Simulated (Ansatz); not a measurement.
HgIBr:
```yaml
crystal:
  lattice:
    - [2.35120, -3.60652, 0.00000]
    - [2.35120, 3.60652, 0.00000]
    - [0.00000, 0.00000, 13.14996]
  atoms:
    - { symbol: Hg, position: [0.15987, 0.84013, 0.49918] }
    - { symbol: Hg, position: [0.84013, 0.15987, 0.99918] }
    - { symbol: I, position: [0.10807, 0.89193, 0.86267] }
    - { symbol: I, position: [0.89193, 0.10807, 0.36267] }
    - { symbol: Br, position: [0.41583, 0.58417, 0.62615] }
    - { symbol: Br, position: [0.58417, 0.41583, 0.12615] }
```

Relaxed with r²SCAN+D4. r²SCAN+D4 (plane waves, PAW; program Ansatz) gives a gap of 2.51 eV.

Problem. What gap does HSE06 give on the same cell (Ansatz, PAW)?

Solution. 3.11 eV, 0.60 eV more. The hybrid was solved on a coarser mesh and at special points; its gap is the smallest among all of these.

Cost on shared cores: the r²SCAN+D4 run (SCF on a 7×7×2 mesh, then bands and DOS) about 7 core-minutes (a rough figure), the HSE06 run (SCF on 4×4×2, then a few points) very roughly 4 core-minutes; the tasks are unlike.

Space group Cmc2_1. The workflow started from a Materials Project entry (that database holds measured and hypothetical structures alike); the Crystallography Open Database copy checked does not list it. Whether it is the stable phase at ambient conditions was not checked. The r²SCAN+D4 relaxation kept the symmetry of its start; its stability against distortions is not shown here. Spin–orbit coupling is left out wherever it is not named.

Potentials: the later of the program's two PAW sets.
